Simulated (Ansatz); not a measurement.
TiS2 in space group Fd-3m (No. 227; Ti on 16c, S on 32e), PBE in the plane-wave PAW code Ansatz, all energies at zero smearing, with the estimated change up to a 700 eV cutoff added, with one set of potentials and settings (totals compare only within such a set). Cell of 12 atoms (4 Ti, 8 S): -17230.539 eV.

```tsv
element	reference phase	E (eV/atom)
Ti	P6/mmm, 3 atoms in the cell	-2499.6739
S	Fddd, 32 atoms in the cell	-902.0599
```

Formation energy per atom, worked out: (-17230.539 − 4×(-2499.6739) − 8×(-902.0599))/12 = -1.280 eV/atom (-124 kJ per mol of atoms), at 0 K, without zero-point energy or fitted corrections.

The first step of the workflow began from a Materials Project structure, measured or hypothetical; the Crystallography Open Database copy checked does not list it. It is not the phase usual at ambient conditions (space group No. 164). The PBE relaxation kept the symmetry of its start; whether a distortion lowers the energy is not shown. No spin polarisation was allowed. The references are the lowest solids computed at this level, not always the standard phases.

Potentials: the later of the program's two PAW sets.
